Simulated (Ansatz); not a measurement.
Ge: two-dimensional strain map

Method: DFT PBEsol, scalar-relativistic, plane waves, PAW (Ansatz). Cutoff 420 eV, Γ-centred 20×20×20 k-points, Gaussian smearing of 0.15 eV. No spin polarisation. Energies are free energies at this smearing, counted from the undisturbed cell; pressure is positive in compression.

Zero of the scan (as given, not relaxed at this level; it stands at -0.7 GPa; this form isn't the usual structure):

```
CELL_PARAMETERS angstrom
-2.57449 2.57449 1.39741
2.57449 -2.57449 1.39741
2.57449 2.57449 -1.39741
ATOMIC_POSITIONS crystal
Ge 0.25000 0.75000 0.50000
Ge 0.50000 0.50000 0.00000
```

The cell is strained by p along both x and y and by q along z, fractional coordinates fixed. Points are written (p, q).

Energy above the undisturbed cell in meV/atom (a dash: not computed):

```
 p \ q  -0.030  -0.015  0.000  0.015  0.030
-0.030    32.4    20.5   12.9      ?    7.9
-0.015    14.0       ?    1.1   -0.1    1.6
 0.000     6.6     1.5    0.0    1.6    5.9
 0.015     9.3     6.6    7.8   12.2   19.1
 0.030       ?    20.3   23.6   30.2      ?
```

(1) Fill in the withheld energies.

Answers

(1) (-0.030, 0.015): 8.8; (-0.015, -0.015): 5.7; (0.030, -0.030): 20.8; (0.030, 0.030): 39.6.